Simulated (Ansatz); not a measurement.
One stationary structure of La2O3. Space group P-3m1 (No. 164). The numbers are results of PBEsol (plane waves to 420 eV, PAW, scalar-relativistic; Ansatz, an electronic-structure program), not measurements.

```cif
data_La2O3
_chemical_formula_sum 'O3 La2'
_space_group_name_H-M_alt 'P 1'
_space_group_IT_number 1
_cell_length_a 3.90664
_cell_length_b 3.90664
_cell_length_c 6.03965
_cell_angle_alpha 90.000
_cell_angle_beta 90.000
_cell_angle_gamma 120.000
loop_
_space_group_symop_operation_xyz
  'x, y, z'
loop_
_atom_site_label
_atom_site_type_symbol
_atom_site_fract_x
_atom_site_fract_y
_atom_site_fract_z
_atom_site_occupancy
O1 O 0.00000 0.00000 0.00000 1
O2 O 0.33333 0.66667 0.64605 1
O3 O 0.66667 0.33333 0.35395 1
La1 La 0.33333 0.66667 0.24536 1
La2 La 0.66667 0.33333 0.75464 1
```

```yaml
volume_per_atom: 15.97 Å³
band_gap: 3.77 eV, indirect (valence top at 21 % of the way from H to A, conduction bottom at K) (no spin-orbit coupling)
smallest_direct_gap: 3.86 eV at K
shortest_distances: La–O 2.35 Å; O–O 2.86 Å
k-mesh: 10×10×6
```

Band energies at high-symmetry points (eV from the VBM; labels of this space group; no spin-orbit coupling), from −5 eV up to 4.7 eV:

```csv
point,energies
Γ,-2.51 -2.51 -2.28 -2.28 -2.13 -1.77 -0.44 -0.44 -0.16 4.25 4.54 4.54
M,-2.29 -2.11 -2.02 -1.33 -0.77 -0.76 -0.67 -0.42 -0.32 3.79
K,-1.67 -1.67 -1.64 -1.33 -1.33 -0.88 -0.88 -0.86 -0.09 3.77
A,-2.85 -2.85 -2.71 -1.98 -1.98 -1.07 -0.87 -0.32 -0.32
L,-3.13 -2.27 -1.54 -1.27 -1.01 -0.97 -0.77 -0.38 0.00 4.40 4.60
H,-2.40 -2.40 -1.76 -1.45 -1.45 -0.59 -0.29 -0.29 -0.22 4.20
```

No spin polarisation in the result.

The run could not lose the symmetry of its start.

The first start was generated by placing the elements on the sites of a structure type. Materials Project lists a structure of La2O3 in the same space group, P-3m1 (No. 164); the sites were not compared with it, nor with measured phases.
